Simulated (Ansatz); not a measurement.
Level of theory: DFT, PBEsol, plane waves (420 eV) with PAW, scalar-relativistic (Ansatz). (PAW data from PBE, frozen cores regenerated.)

An element in the dhcp structure gives this curve. The cell is scaled uniformly from the relaxed one, with fractional coordinates and shape fixed. Energies are extrapolated to zero smearing, pressures are those at the given smearing. Magnetic state: spin not included.

```csv
V (Å³/atom),E − E₀ (meV/atom),P (GPa)
76.652,12.8,0.46
80.136,5.1,0.27
83.620,1.0,0.12
87.104,0.0,-0.01
90.588,1.5,-0.11
94.073,5.1,-0.20
97.557,10.4,-0.27
```

**Question.** Which element is it?
A. sodium
B. rubidium
C. calcium
D. strontium

**Answer.** B. Its fit is V₀ = 86.65 Å³/atom, B₀ = 2.9 GPa, B₀′ = 3.7.
